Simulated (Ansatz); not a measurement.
Level of theory: DFT PBEsol, scalar-relativistic, plane waves, PAW in Ansatz.

Cutoff 420 eV; k points 15×15×6 on the computed 4-atom cell (Γ-centred); Gaussian smearing, width 0.10 eV; no spin polarisation.

```xyz
4
Lattice="2.8888 0.0000 0.0000 -1.4444 2.5018 0.0000 0.0000 0.0000 7.6198" Properties=species:S:1:pos:R:3 pbc="T T T"
Ta    0.0000    0.0000    3.8099
Ta    0.0000    1.6679    1.4112
Ta    1.4444    0.8339    6.2085
N     0.0000    0.0000    0.0000
```

Q: Is this geometry at equilibrium? Which atom feels the largest force?

A: It isn't. Atom 2 (Ta) feels (0.00, 0.00, -1.44) eV/Å, 1.441 eV/Å in size, and symmetry-related atoms feel the same size.

Q: Give all forces and the stress.

A:
| atom | Fx | Fy | Fz |
| --- | --- | --- | --- |
| Ta1 | 0.000 | 0.000 | 0.000 |
| Ta2 | 0.000 | 0.000 | -1.441 |
| Ta3 | 0.000 | 0.000 | 1.441 |
| N4 | 0.000 | 0.000 | 0.000 |
Stress (GPa, compression positive):
```
14.20  0.00  0.00
 0.00 14.20  0.00
 0.00  0.00  7.44
```

Spin–orbit coupling is left out, which can shift energies with elements as heavy as these.